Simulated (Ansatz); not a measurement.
Below is a relaxed structure of Sn4SeS3. The cell was found from a structure generator's guess, not taken from experiment.

All numbers below come from Ansatz, DFT PBE, scalar-relativistic, plane waves, PAW. Cutoff 420 eV, Γ-centred mesh, Gaussian smearing, no spin polarisation.

```
CELL_PARAMETERS angstrom
4.32138 0.00000 0.00000
0.00000 4.12986 0.00000
-0.45919 0.00000 11.73764
ATOMIC_POSITIONS crystal
Sn 0.98447 0.50000 0.00310
Sn 0.31467 0.00000 0.75489
Sn 0.35778 0.50000 0.49356
Sn 0.77999 0.00000 0.24292
Se 0.89208 0.00000 0.47686
S 0.37718 0.50000 0.27007
S 0.39431 0.00000 0.97807
S 0.89951 0.50000 0.78052
```

Energies over the elements count from the elements' standard structures at the same level, with no fitted energy shifts. The references include grey tin.

**Question.** What space group does it have?

**Answer.** Pm (No. 6). Conventional cell: a = 4.321 Å, b = 4.130 Å, c = 11.747 Å, β = 92.2°. Around Sn on its first site lie 3 S at 2.63–2.74 Å; around Sn on its second site lie 3 S at 2.63–2.76 Å and 2 S at 3.27 Å; around Se lie 3 Sn at 2.77–2.88 Å and 2 Sn at 3.11 Å; S on its first site is surrounded by 3 Sn at 2.63–2.73 Å; 4 more sites not described.

**Question.** What is its formation energy per atom?

**Answer.** −0.436 eV/atom. Whether it is stable depends on the other phases of the system, which aren't compared here.

**Question.** Is it a metal?

**Answer.** No, the gap on the 8×10×4 mesh is 0.62 eV.

The last run used an 8×10×4 mesh (in the run's order of axes) for its 8-atom cell and Gaussian smearing of 0.02 eV. Weakly bound directions are ill-defined at this level, which has no dispersion term. Kohn–Sham gaps at this level usually fall short of measured ones. The reference forms of S and Se are held partly by dispersion forces, which this level lacks. This cell was reached by moving the atoms of another relaxed cell at random and relaxing again, last within the group found; it had no such test of its own.
